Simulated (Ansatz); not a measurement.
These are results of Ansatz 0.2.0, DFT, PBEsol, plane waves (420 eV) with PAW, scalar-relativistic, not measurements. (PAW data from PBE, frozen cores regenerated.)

An element in the omega (AlB2-type) structure gives this curve. The cell is scaled uniformly from the relaxed one, with fractional coordinates and shape fixed. Energies are extrapolated to zero smearing, pressures are those at the given smearing. Magnetic state: spin not included.

| V (Å³/atom) | E − E₀ (meV/atom) | P (GPa) |
| --- | --- | --- |
| 22.826 | 65.3 | 7.73 |
| 23.863 | 26.5 | 4.51 |
| 24.901 | 6.2 | 2.01 |
| 25.938 | 0.0 | 0.06 |
| 26.976 | 4.9 | -1.45 |
| 28.013 | 18.5 | -2.63 |
| 29.051 | 38.8 | -3.53 |

Which element is it?
A. mercury
B. indium
C. tellurium
D. lutetium

B. Its fit is V₀ = 25.95 Å³/atom, B₀ = 42 GPa, B₀′ = 5.3.
